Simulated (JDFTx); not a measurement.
An input for JDFTx (a modified build) (Ti(0001), CANDLE, water, 1 M KF; bohr, hartree) and the course of its log:

```
lattice \
  5.5477258648 2.7738629324 0.0000000000 \
  0.0000000000 4.8044715411 0.0000000000 \
  0.0000000000 0.0000000000 43.4637008664
coords-type Lattice
ion Ti 0.6666666668 0.6666666668 -0.1513323910 0
ion Ti 0.0000000002 0.0000000002 -0.0504441300 0
ion Ti 0.6666666668 0.6666666668 0.0504441300 0
ion Ti 0.0000000002 0.0000000002 0.1513323910 0
ion-species pseudo/ti_pbesol_v1.4.upf
elec-cutoff 20 100
elec-ex-corr gga-PBEsol
coulomb-interaction Slab 001
coulomb-truncation-embed 0 0 0
kpoint-folding 8 8 1
elec-smearing Fermi 0.01
elec-n-bands 34
target-mu -0.166842
electronic-scf nIterations 100 energyDiffThreshold 1e-07
fluid LinearPCM
pcm-variant CANDLE
fluid-solvent H2O
fluid-cation K+ 1
fluid-anion F- 1
fluid-minimize nIterations 400 knormThreshold 1e-11
wavefunction read f0.wfns
elec-initial-eigenvals f0.eigenvals
elec-initial-fillings read f0.fillings
fluid-initial-state f0.fluidState
dump-name f0_u0.$VAR
dump End State Ecomponents EigStats BandEigs Forces ElecDensity IonicPositions Fillings Kpoints Dtot FluidDebug BoundCharge FluidDensity
```

```
[one cycle in 5 is shown, and the last three; fluid-solver lines are left out]
	FillingsUpdate:  mu: -0.166842000  nElectrons: 44.476917
SCF: Cycle:  0   G: -219.181170090474495   dG: +5.937e+00   |Residual|: 2.352e-01   |deigs|: 3.492e-08
	FillingsUpdate:  mu: -0.166842000  nElectrons: 47.685812
SCF: Cycle:  5   G: -225.087390057490694   dG: -9.515e-02   |Residual|: 2.253e-02   |deigs|: 3.071e-03
	FillingsUpdate:  mu: -0.166842000  nElectrons: 47.697188
SCF: Cycle: 10   G: -225.094522369672774   dG: -1.978e-02   |Residual|: 1.413e-02   |deigs|: 3.215e-04
	FillingsUpdate:  mu: -0.166842000  nElectrons: 48.121990
SCF: Cycle: 15   G: -225.095163884659883   dG: +1.927e-02   |Residual|: 1.718e-02   |deigs|: 6.636e-04
	FillingsUpdate:  mu: -0.166842000  nElectrons: 47.535148
SCF: Cycle: 20   G: -225.070489996074031   dG: +4.701e-02   |Residual|: 2.349e-02   |deigs|: 1.578e-03
	FillingsUpdate:  mu: -0.166842000  nElectrons: 47.234139
SCF: Cycle: 25   G: -224.936959094249175   dG: -4.033e-01   |Residual|: 4.288e-02   |deigs|: 2.579e-03
	FillingsUpdate:  mu: -0.166842000  nElectrons: 47.527277
SCF: Cycle: 30   G: -225.082695766844779   dG: -1.149e-02   |Residual|: 1.945e-02   |deigs|: 1.820e-04
	FillingsUpdate:  mu: -0.166842000  nElectrons: 46.121212
SCF: Cycle: 35   G: -224.013207099556638   dG: -1.327e-01   |Residual|: 1.126e-01   |deigs|: 4.879e-04
	FillingsUpdate:  mu: -0.166842000  nElectrons: 47.600055
SCF: Cycle: 40   G: -225.116895672763633   dG: -2.577e-01   |Residual|: 5.092e-03   |deigs|: 3.506e-03
	FillingsUpdate:  mu: -0.166842000  nElectrons: 47.599097
SCF: Cycle: 45   G: -225.117561520352496   dG: -2.461e-04   |Residual|: 4.914e-03   |deigs|: 7.729e-05
	FillingsUpdate:  mu: -0.166842000  nElectrons: 47.494472
SCF: Cycle: 50   G: -225.109778607012402   dG: +1.008e-02   |Residual|: 1.107e-02   |deigs|: 6.217e-04
	FillingsUpdate:  mu: -0.166842000  nElectrons: 47.604114
SCF: Cycle: 55   G: -225.120302317387313   dG: -2.548e-04   |Residual|: 9.589e-05   |deigs|: 1.295e-04
	FillingsUpdate:  mu: -0.166842000  nElectrons: 47.607964
SCF: Cycle: 60   G: -225.120292625132379   dG: +9.683e-06   |Residual|: 4.324e-04   |deigs|: 4.224e-05
	FillingsUpdate:  mu: -0.166842000  nElectrons: 47.605631
SCF: Cycle: 65   G: -225.120300626858466   dG: +1.622e-06   |Residual|: 3.201e-04   |deigs|: 4.564e-06
	FillingsUpdate:  mu: -0.166842000  nElectrons: 47.604624
SCF: Cycle: 70   G: -225.120298908894597   dG: +1.140e-06   |Residual|: 3.570e-04   |deigs|: 1.247e-05
	FillingsUpdate:  mu: -0.166842000  nElectrons: 47.605572
SCF: Cycle: 75   G: -225.120295740497880   dG: -2.557e-06   |Residual|: 4.701e-04   |deigs|: 4.260e-06
	FillingsUpdate:  mu: -0.166842000  nElectrons: 47.604526
SCF: Cycle: 80   G: -225.120294861944160   dG: -1.993e-06   |Residual|: 3.429e-04   |deigs|: 2.385e-05
	FillingsUpdate:  mu: -0.166842000  nElectrons: 47.595630
SCF: Cycle: 85   G: -225.120292828019899   dG: +1.216e-05   |Residual|: 3.456e-04   |deigs|: 3.106e-05
	FillingsUpdate:  mu: -0.166842000  nElectrons: 47.600165
SCF: Cycle: 90   G: -225.120304767125276   dG: -2.954e-06   |Residual|: 7.780e-05   |deigs|: 1.240e-05
	FillingsUpdate:  mu: -0.166842000  nElectrons: 47.600207
SCF: Cycle: 95   G: -225.120304950207355   dG: +3.462e-08   |Residual|: 3.590e-05   |deigs|: 2.202e-06
	FillingsUpdate:  mu: -0.166842000  nElectrons: 47.600180
SCF: Cycle: 97   G: -225.120304970427782   dG: +6.768e-08   |Residual|: 3.227e-05   |deigs|: 5.302e-06
	FillingsUpdate:  mu: -0.166842000  nElectrons: 47.601171
SCF: Cycle: 98   G: -225.120304966770561   dG: +3.657e-09   |Residual|: 5.247e-05   |deigs|: 5.687e-06
	FillingsUpdate:  mu: -0.166842000  nElectrons: 47.601007
SCF: Cycle: 99   G: -225.120304863115024   dG: +1.037e-07   |Residual|: 6.336e-05   |deigs|: 4.322e-06
SCF: None of the convergence criteria satisfied after 100 iterations.
IonicMinimize: Iter:   0  G: -225.120304863115024  |grad|_K:  0.000e+00
IonicMinimize: Converged (|grad|_K<1.000000e-04).
```

This run gave no converged result. The loop ran out of cycles short of its threshold. It has stalled and not diverged: the last ten energies span 5e-07 Ha, so the total is near its end, but levels, forces and the electron count aren't shown converged.
